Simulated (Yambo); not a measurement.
Yambo run on RbOH (space group Cmc2_1, No. 36). The wavefunctions come from this Quantum ESPRESSO step (PBEsol, PseudoDojo standard norm-conserving files, fully relativistic):

```
&CONTROL
  calculation = 'nscf'
  pseudo_dir = './pseudo'
  outdir = './out'
/
&SYSTEM
  ibrav = 0
  nat = 6
  ntyp = 3
  ecutwfc = 84.0
  ecutrho = 336.0
  occupations = 'fixed'
  force_symmorphic = .true.
  nbnd = 202
  noncolin = .true.
  lspinorb = .true.
/
&ELECTRONS
  conv_thr = 6.000000000000001e-09
  diago_full_acc = .true.
  diago_thr_init = 1e-08
/
ATOMIC_SPECIES
H 1.0080 H.upf
O 15.9990 O.upf
Rb 85.4678 Rb.upf
CELL_PARAMETERS angstrom
  2.058895000000  -5.394045000000   0.000000000000
  2.058895000000   5.394045000000   0.000000000000
  0.000000000000   0.000000000000   4.202690000000
ATOMIC_POSITIONS crystal
H   0.967750000000   0.032250000000   0.396790000000
H   0.032250000000   0.967750000000   0.896790000000
O   0.901790000000   0.098210000000   0.237540000000
O   0.098210000000   0.901790000000   0.737540000000
Rb   0.638210000000   0.361790000000   0.261060000000
Rb   0.361790000000   0.638210000000   0.761060000000
K_POINTS automatic
4 4 2 0 0 0
```

Yambo input:

```
rim_cut
gw0
dyson
el_el_corr
HF_and_locXC
ppa
em1d
RandQpts= 1000000
RandGvec= 1 Ry
EXXRLvcs= 84 Ry
VXCRLvcs= 336 Ry
Chimod= "HARTREE"
% BndsRnXp
 1 | 200 |
%
NGsBlkXp= 6 Ry
% LongDrXp
 1.0 | 1.0 | 1.0 |
%
PPAPntXp= 27.2114 eV
% GbndRnge
 1 | 200 |
%
GTermKind= "BG"
DysSolver= "n"
ExtendOut
% QPkrange
 1 | 1 | 30 | 34 |
 2 | 2 | 32 | 33 |
 5 | 5 | 32 | 33 |
 6 | 6 | 32 | 33 |
 13 | 13 | 32 | 33 |
 14 | 14 | 32 | 33 |
%
```

k points by index: 1 = Γ, 2 = (0, 0, -0.5), 5 = (0, -0.5, 0), 6 = (0, -0.5, -0.5), 13 = (-0.5, -0.5, 0), 14 = (-0.5, -0.5, -0.5).

The o-*.qp file then holds:

```
#    K-point    Band    Eo [eV]    E [eV]    E-Eo [eV]    Vxc [eV]    Vnlxc [eV]    Sc|Eo [eV]    Sc|E [eV]    dSc/dw|Eo [eV]    Re(Z)    Im(Z)
#
    1    30    -0.216070    -1.620136    -1.404067    -18.33199    -24.06524    3.972370    4.329182    -6.914365    0.797383    -0.001435
    1    31    0.000000    -1.405738    -1.405738    -18.46575    -24.31121    4.079961    4.439715    -6.963143    0.796245    -0.001373
    1    32    0.000000    -1.405738    -1.405738    -18.46575    -24.31121    4.079961    4.439715    -6.963143    0.796245    -0.001373
    1    33    3.579640    4.473875    0.894235    -8.801727    -4.618182    -3.160873    -3.289310    -3.907946    0.874420    -0.805421E-3
    1    34    3.579640    4.473876    0.894236    -8.801727    -4.618182    -3.160873    -3.289309    -3.907946    0.874420    -0.805421E-3
    2    32    -0.491469    -1.926225    -1.434756    -17.69747    -23.32905    3.836614    4.196819    -6.830793    0.799340    -0.001516
    2    33    6.119516    7.277204    1.157689    -9.117008    -4.690516    -3.095629    -3.268803    -4.070116    0.869886    -0.915068E-3
    5    32    -0.473004    -1.913411    -1.440407    -17.91444    -23.65385    3.932872    4.299003    -6.915915    0.797346    -0.001546
    5    33    6.206695    7.446845    1.240150    -10.21140    -5.801831    -2.973286    -3.169417    -4.303118    0.863454    -0.001167
    6    32    -0.237420    -1.668136    -1.430716    -18.16029    -23.88702    3.936041    4.296022    -6.845888    0.798986    -0.001416
    6    33    6.011810    7.231514    1.219704    -8.544933    -3.973385    -3.179597    -3.351844    -3.842542    0.876262    -0.800813E-3
    13    32    -0.018986    -1.423965    -1.404979    -18.48113    -24.35132    4.103971    4.465210    -6.995639    0.795489    -0.001383
    13    33    5.183129    6.316359    1.133230    -8.040733    -3.639004    -3.111170    -3.268499    -3.777554    0.878099    -0.802052E-3
    14    32    -0.480390    -1.960933    -1.480543    -17.62544    -23.52359    4.037810    4.417614    -6.979727    0.795858    -0.001514
    14    33    6.181062    7.405177    1.224115    -9.541571    -5.029134    -3.101027    -3.288322    -4.163159    0.867307    -0.891028E-3
```
(The two width columns are left out.) Convergence of these settings isn't established.

Geometry of the Materials Project entry, not relaxed at this level.

The structure is a Materials Project entry; no match was found in the copy of COD used, and its stability was not checked.
